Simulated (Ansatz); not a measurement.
# Notes on BaIF6

```xyz
16
Lattice="3.9857 5.9126 0.0000 3.9857 -5.9126 0.0000 0.0000 0.0000 -5.6732" Properties=species:S:1:pos:R:3 pbc="T T T"
Ba    3.9857   -2.9563   -3.1567
Ba    3.9857    2.9563   -2.5165
I     1.9929    0.0000    0.0000
I     5.9786    0.0000    0.0000
F     3.9857   -0.8278   -4.7899
F     3.9857   -5.0849   -4.7899
F     3.9857    0.8278   -0.8833
F     3.9857    5.0849   -0.8833
F     6.4250   -1.5148   -4.2316
F     5.5322    1.5148   -4.2316
F     6.4250    1.5148   -1.4416
F     5.5322   -1.5148   -1.4416
F     1.5465    1.5148   -1.4416
F     2.4393   -1.5148   -1.4416
F     1.5465   -1.5148   -4.2316
F     2.4393    1.5148   -4.2316
```

Method: r2SCAN, no spin polarisation; PAW, plane waves to 500 eV, 5×5×6 Γ-centred mesh, fermi-dirac occupations (width 0.1 eV) (Ansatz 0.2.0), atoms fixed.

- Stress: The pressure is -0.3 GPa (compression positive), so with the atoms held at these fractions the cell is close to zero pressure; the forces are large, so a full relaxation may end otherwise. The principal stresses -3.2, -3.1, 5.3 GPa differ, so its shape would change too.
- Forces: The largest is on F5 (and as large on other atoms): 0.86 eV/Å, components (0.00, -0.62, 0.59). It makes 121° with the line to a nearest neighbour, I3 at 2.33 Å.
- Formation energy: -2.28 eV an atom against the elements' usual phases (free molecules for gases, crystals otherwise, with no correction for O₂ or N₂), so it is bound against them; other compounds may still compete. Relaxing would lower it.
- Charges: Bader charges in e: Ba +1.77, I +2.45, F -0.70. In the mean I gives up most and F takes most.
- Electronic structure: It is a metal, with about 4.9 states/eV a cell as the mean within 0.25 eV of the Fermi level, mostly I p (61 %) and F p (30 %).

Origin: a known structure type with other elements, at an estimated volume, so it need not be a known compound. Caveats: many states at the Fermi level without spin polarisation, so a magnetic state may lie lower; the Fermi level lies in a narrow band between gaps, which spin or distortion may split.
